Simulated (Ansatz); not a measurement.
Mo$_{2}$RuSe$_{4}$, first-principles data

Mo2RuSe4:
```
CELL_PARAMETERS angstrom
      0.52020     0.29067    -6.78900
      0.46958    -6.69373     0.00000
     -6.70566     0.00000     0.00000
ATOMIC_POSITIONS crystal
  Mo 0.59069 0.45883 0.76318
  Mo 0.40931 0.54117 0.23682
  Mo 0.44792 0.76239 0.58457
  Mo 0.55208 0.23761 0.41543
  Ru 0.76188 0.58927 0.44953
  Ru 0.23812 0.41073 0.55047
  Se 0.78338 0.78727 0.77687
  Se 0.21662 0.21273 0.22313
  Se 0.88257 0.28515 0.62204
  Se 0.11743 0.71485 0.37796
  Se 0.27172 0.62647 0.87058
  Se 0.72828 0.37353 0.12942
  Se 0.61893 0.86896 0.26963
  Se 0.38107 0.13104 0.73037
```

Space group P-1 (No. 2); conventional cell a = 6.7057 Å, b = 6.7102 Å, c = 6.8151 Å, α = 92.13°, β = 94.38°, γ = 94.01°.

Method: r²SCAN in the plane-wave PAW code Ansatz. The cell and atoms are relaxed at this level. Other levels are named where they apply.

### Cell and energy

```
Quantity                                                       Value
-----------------------------------------------------  -------------
Volume per atom                                             21.77 Å³
Density                                                   6.64 g/cm³
Formation energy from the elements (no fitted shifts)  -676 meV/atom
```

### Electronic structure

```
Quantity                                                        Value
-----------------------  --------------------------------------------
Band gap                                             0.59 eV (direct)
Valence-band maximum                                             at Γ
Conduction-band minimum                                          at Γ
Electron effective mass         0.28, 0.67, 2.3 mₑ (principal values)
Hole effective mass      0.64 along x, 1.3 along y, 0.61 along z (mₑ)
```

### Charges

```
Quantity                                         Value
-------------  ---------------------------------------
Bader charges  Mo +1.01, Ru +0.21, Se -0.61 to -0.49 e
```

The first step of the workflow began from a Materials Project structure, measured or hypothetical; the Crystallography Open Database copy checked does not list it. Entries of such low symmetry are often ordered models of mixed-site phases. Whether it is the stable phase at ambient conditions was not checked. Symmetry was held in the r²SCAN relaxation; whether a distortion lowers the energy is not shown. No spin polarisation was allowed. The references are the lowest solids computed at this level, not always the standard phases. Spin–orbit coupling is left out wherever it is not named.

Potentials: the later of the program's two PAW sets.
